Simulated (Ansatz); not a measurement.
CuI (CsCl type, Pm-3m) at seven volumes, the program Ansatz at the PBE level (PAW), scaled uniformly. One row is withheld.

```json
[
 {"V (Å³/atom)": "22.136", "P (GPa)": "4.45"},
 {"V (Å³/atom)": "22.866", "P (GPa)": "2.66"},
 {"V (Å³/atom)": "23.596", "P (GPa)": "1.13"},
 {"V (Å³/atom)": "24.325", "P (GPa)": "0.00"},
 {"V (Å³/atom)": "25.055", "P (GPa)": "-0.94"},
 {"V (Å³/atom)": "25.785", "P (GPa)": "-1.79"},
 {"V (Å³/atom)": "26.515", "P (GPa)": "?"}
]
```

Question: Fit the shown pressures and predict the withheld one.

Answer: P = (3/2)B₀(x^(7/2) − x^(5/2))[1 + (3/4)(B′ − 4)(x − 1)] with x = (V₀/V)^(2/3). Least squares on the six rows gives V₀ = 24.315 Å³/atom, B₀ = 35.8 GPa, B′ = 5.97. At V = 26.515, x = 0.9439 and P = -2.39 GPa. The run itself gave -2.43 GPa.

A made-up cell: these elements were put on the sites of a structure type; neither database checked (COD, Materials Project) lists it. It is not the phase usual at ambient conditions (space group No. 216). The PBE relaxation kept the symmetry of its start; its stability against distortions is not shown here. No spin polarisation was allowed. Spin–orbit coupling is left out wherever it is not named.

Potentials: the later of the program's two PAW sets.
